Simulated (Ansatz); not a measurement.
Cu₃Ge:
```cif
data_Cu3Ge
_chemical_formula_sum 'Cu3 Ge1'
_space_group_name_H-M_alt 'P-6m2'
_space_group_IT_number 187
_space_group_name_Hall 'P -6 2'
_cell_length_a 2.66316
_cell_length_b 2.66316
_cell_length_c 8.00134
_cell_angle_alpha 90.000
_cell_angle_beta 90.000
_cell_angle_gamma 120.000
loop_
_atom_site_label
_atom_site_type_symbol
_atom_site_symmetry_multiplicity
_atom_site_Wyckoff_symbol
_atom_site_fract_x
_atom_site_fract_y
_atom_site_fract_z
_atom_site_occupancy
Cu1 Cu 1 b 0.00000 0.00000 0.50000 1
Cu2 Cu 2 i 0.66667 0.33333 0.25785 1
Ge1 Ge 1 a 0.00000 0.00000 0.00000 1
```

Relaxed at zero pressure with the program Ansatz at the LDA level (PAW).

**Question.** The volume is lowered by 9 % and shape and atoms relax at that volume. What pressure results, and how do the axes share the change?

**Answer.** 17.5 GPa; a -3.3 %, b -3.3 %, c -2.6 %; the energy rises by 55 meV/atom.

**Question.** Give the new structure.

**Answer.** 
Space group P-6m2 (No. 187); a = b = 2.574 Å, c = 7.792 Å, α = β = 90.00°, γ = 120.00°

```tsv
atom	site	symmetry	x	y	z
Cu	1b	-6m2	0.0000	0.0000	0.5000
Cu	2i	3m.	0.6667	0.3333	0.2564
Ge	1a	-6m2	0.0000	0.0000	0.0000
```

The phase is kept; no other phase was compared at this pressure.

The workflow started from a Materials Project entry (that database holds measured and hypothetical structures alike); the Crystallography Open Database copy checked does not list it. Its standing as an ambient phase is unchecked. The cell was relaxed with LDA under the symmetry of its start; whether a distortion lowers the energy is not shown. The run is not spin-polarised. Its formation energy is positive at this level, so the cell may be metastable or incomplete.

Potentials: the later of the program's two PAW sets.
